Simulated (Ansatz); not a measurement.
A distorted cell of CdS (zinc blende):

```xyz
4
Lattice="0.0000 5.9266 5.9266 2.9633 2.9633 5.9266 2.9633 2.9633 0.0000" Properties=species:S:1:pos:R:3 pbc="T T T"
S      4.4450     4.4450     4.1650
S      4.4450     7.4083     7.6883
Cd     0.0000     0.0000     0.0000
Cd     2.9633     5.9266     2.9633
```

All values below come from PBE (plane waves to 420 eV, PAW, scalar-relativistic; Ansatz, a quantum-chemistry and plane-wave program). k mesh 10×10×10 (Γ-centred), Fermi-Dirac smearing 0.05 eV. Stress and pressure are positive under compression. CdS was relaxed with its symmetry unable to fall.

Question: Predict the force on every atom, in eV/Å.

Answer: 
```csv
atom,Fx,Fy,Fz
S1,0.000,0.000,2.376
S2,0.000,0.000,-2.376
Cd3,0.000,0.000,0.000
Cd4,0.000,0.000,0.000
```

Question: Give the stress tensor in GPa and the pressure.

Answer: 
```
   3.22     0.00     0.00
   0.00     3.22     0.00
   0.00     0.00    -0.06
```
The pressure, a third of the trace, is 2.12 GPa.

(For displaced atoms, the force is minus the slope of the energy, and its curvature is a force constant, which sets phonon frequencies.)
